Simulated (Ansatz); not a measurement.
Be$_{2}$Sn (fluorite or antifluorite type, space group No. 225), plane-wave PAW PBE (Ansatz code), all energies at zero smearing, with the estimated change up to a 700 eV cutoff added, with one set of potentials and settings (totals compare only within such a set). Cell of 3 atoms (1 Sn, 2 Be): -6208.154 eV.

```
element                reference phase  E (eV/atom)
-------  -----------------------------  -----------
Sn          Fd-3m, 2 atoms in the cell   -6024.2887
Be       P6_3/mmc, 2 atoms in the cell     -92.7621
```

Formation energy per atom, worked out: (-6208.154 − 1×(-6024.2887) − 2×(-92.7621))/3 = 0.553 eV/atom (53 kJ per mol of atoms), at 0 K, without zero-point energy or fitted corrections.

Space group Fm-3m (fluorite or antifluorite type). The cell is a constructed one: a structure type filled with these elements; neither database checked (COD, Materials Project) lists it. Its standing as an ambient phase is unchecked. The cell was relaxed with PBE under the symmetry of its start; whether a distortion lowers the energy is not shown. The references are the lowest solids computed at this level, not always the standard phases. Spin–orbit coupling is left out wherever it is not named.

Potentials: the earlier of the program's two PAW sets.
